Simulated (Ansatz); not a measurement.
The relaxed structure here is a generated cell of NbN: the first start was made by placing the elements on the sites of a structure type, and the end was not matched to a known phase here, so it may be hypothetical. Known forms of NbN include space group No. 225.

A structure of NbN relaxed with PBEsol (plane waves to 420 eV, PAW, scalar-relativistic; Ansatz, a first-principles code); single points at other levels follow on the same geometry (Ansatz, PAW; HSE06 at 420 eV on a 10×10×10 k-mesh; no spin-orbit coupling). Space group I4₁md (No. 109).

```
NbN
1.0
   -1.44305     1.44305     5.12114
    1.44305    -1.44305     5.12114
    1.44305     1.44305    -5.12114
Nb N
2 2
Cartesian
  0.00000   0.00000   2.54947
  0.00000   1.44305   5.11004
  0.00000   0.00000   6.83246
  1.44305   0.00000   4.27189
```

```json
[
 {"level": "PBEsol", "gap (eV)": "0.31", "kind": "indirect", "conduction minimum": "k = (0, 0, 0.25)"},
 {"level": "HSE06", "gap (eV)": "___", "kind": "–", "conduction minimum": "___"}
]
```

Problem. Complete the blanks.

Solution. 
- HSE06, gap (eV): 0.95
- HSE06, conduction minimum: k = (0, 0, 0.25)

HSE06 gaps come from a coarse mesh plus a few chosen points, so they may be too large. No spin polarisation in the result.

The run could not lose the symmetry of its start; a randomly shaken copy of 8 atoms returns to this structure.
